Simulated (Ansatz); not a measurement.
Here is the system:

HgPd:
```
CELL_PARAMETERS angstrom
      3.04441     0.00000     0.00000
      0.00000     3.04441     0.00000
      0.00000     0.00000     3.77169
ATOMIC_POSITIONS crystal
  Hg 0.00000 0.00000 0.00000
  Pd 0.50000 0.50000 0.50000
```

This is the r²SCAN-relaxed structure.

**Question.** All from DFT-r²SCAN in the program Ansatz with PAW potentials, unless another level is named. Estimate the density of states at the Fermi level.

**Answer.** 0.24 states/eV per atom (mean over ±0.08 eV).

**Question.** What about the formation energy from the elements (no fitted shifts)?

**Answer.** -0.23 eV/atom.

**Question.** Next, the gap with spin–orbit coupling?

**Answer.** none (metallic).

Space group P4/mmm (L1₀ or tetragonal B2). The workflow started from an entry of the Crystallography Open Database (COD). Whether it is the stable phase at ambient conditions was not checked. Symmetry was held in the r²SCAN relaxation; whether a distortion lowers the energy is not shown. No spin polarisation was allowed. The references are the lowest solids computed at this level, not always the standard phases. Scalar-relativistic: spin–orbit coupling is off unless named, which matters more the heavier the elements.

Potentials: the later of the program's two PAW sets.
